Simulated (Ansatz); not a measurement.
C (diamond)

```yaml
crystal:
  lattice:
    - [0.00000, 1.78581, 1.78581]
    - [1.78581, 0.00000, 1.78581]
    - [1.78581, 1.78581, 0.00000]
  atoms:
    - { symbol: C, position: [0.50000, 0.50000, 0.50000] }
    - { symbol: C, position: [0.75000, 0.75000, 0.75000] }
```

The slice is a {111} plane (indices of the conventional cell) through the point (0.750, 0.750, 0.750) (fractional), spanned by u = [100] and v = [-1 2 0] in vectors of this cell: u (2.53 Å) and v (4.37 Å, at 90° to u). It covers one period; positions are fractions (u, v).

These are PBE (plane waves to 420 eV, PAW, scalar-relativistic; Ansatz, a first-principles code) values and carry that method's errors. k mesh 16×16×16. Inside the PAW spheres the values are not all-electron values, and peaks at nuclei hang on which shells count as valence. C was relaxed with its symmetry unable to fall. The PAW data are Ansatz's earlier set.

### Question
Sketch the electrostatic potential energy of an electron, from the cell's mean on this plane as a map.

### Answer
```
|xxx       xx|
|xx    x    x|
|     xxx    |
|=++: xxx :++|
|%%#+     +#%|
|@@%*-   -*%@|
|@@%+     +%@|
|@%*  xxx  *%|
|%#= xxxxx =#|
|+=: xxxxx :=|
|    xxxxx   |
|x    xxx    |
|xx         x|
|xx :++=++: x|
|   +#%%%#+  |
|  -*%@@@%*- |
|   +%@@@%+  |
|xx  *%@%*  x|
|xxx =#%#= xx|
|xxx :=+=: xx|
```
Scale: ten equal steps from 3.00 (start of ' ') to 11.64 (end of '@'), in the order ' .:-=+*#%@'. Values: electrostatic potential energy of an electron, from the cell's mean, in eV. The map has 12 points along u (one character each, u = 0 at the left) and 20 along v (v = 0 in the bottom row). Points within 0.6 Å of a nucleus are blanked (x), as the pseudised field means little there. Values under 3 eV are set to 3. The zero, the cell's mean, hangs on the PAW cores.
